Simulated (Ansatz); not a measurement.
Consider the following.

CuSn:
```
CELL_PARAMETERS angstrom
      4.13848     0.00000     0.00000
     -2.06924     3.58403     0.00000
      0.00000     0.00000     5.01334
ATOMIC_POSITIONS crystal
  Cu 0.00000 0.00000 0.00000
  Cu 0.00000 0.00000 0.50000
  Sn 0.33333 0.66667 0.25000
  Sn 0.66667 0.33333 0.75000
```

This is the r²SCAN-relaxed structure. x, y and z are the axes in which the lattice vectors are written.

All from DFT-r²SCAN in the program Ansatz with PAW potentials, unless another level is named. Give the highest zone-centre frequency.

230 cm⁻¹.

Predict the Debye temperature from the elastic constants.

283 K.

And the elastic constants (relaxed ions, GPa)?

C11 = 134, C12 = 81.0, C13 = 52.4, C33 = 165, C44 = 55.7.

Space group P6_3/mmc (NiAs type). The workflow started from a Materials Project entry (that database holds measured and hypothetical structures alike); the Crystallography Open Database files this formula in space group No. 194, but the cells were not matched. Whether it is the stable phase at ambient conditions was not checked. Symmetry was held in the r²SCAN relaxation; its stability against distortions is not shown here. No spin polarisation was allowed. As this level gives no gap, shear constants depend on the k-mesh and smearing (Fermi–Dirac, 0.1 eV here). As this level gives no gap, phonon frequencies hold no LO–TO term and depend on the k-mesh and smearing (Fermi–Dirac, 0.1 eV here). Scalar-relativistic: spin–orbit coupling is off unless named, which matters more the heavier the elements.

Potentials: the later of the program's two PAW sets.
